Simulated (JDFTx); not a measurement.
System: Rh(110) (Fm-3m bulk; lattice of mp-74, not re-optimised at this level), 1x1 cell of 5 atoms in 5 planes, area 10.24 Å² a face, 5.4 Å between the outermost planes in a cell 21.4 Å high; k mesh 6×8×1, Fermi width 0.01 Ha, no spin polarisation.

Reference level: PBE, GBRV ultrasoft potentials, plane waves to 20/100 Ha, in JDFTx (a modified build). Unrelaxed; liquid: linear PCM (GLSSA13), water, 1 M NaF. The reference uses 46 bands for 75 valence electrons; each other row changes one option in all its runs. Potentials refer to SHE, placed 4.44 V below the bulk liquid's zero by convention.

Options: reference (46 bands); 41 bands; 43 bands; 54 bands.

Q: Which options move the work function or U_pzc by more than 0.02 from the reference?

A: 41 bands.

```csv
option,"F − F(reference), vacuum (meV/cell)",work function (eV),U_pzc (V),top band holds over 0.001 electrons
reference (46 bands),0.0,4.616,-0.068,no
41 bands,39.4,4.563,-0.115,yes
43 bands,0.9,4.614,-0.069,yes
54 bands,0.0,4.616,-0.068,no
```

A dash marks a run that didn't converge or wasn't made; the third decimal is shown to expose solver noise and isn't converged.
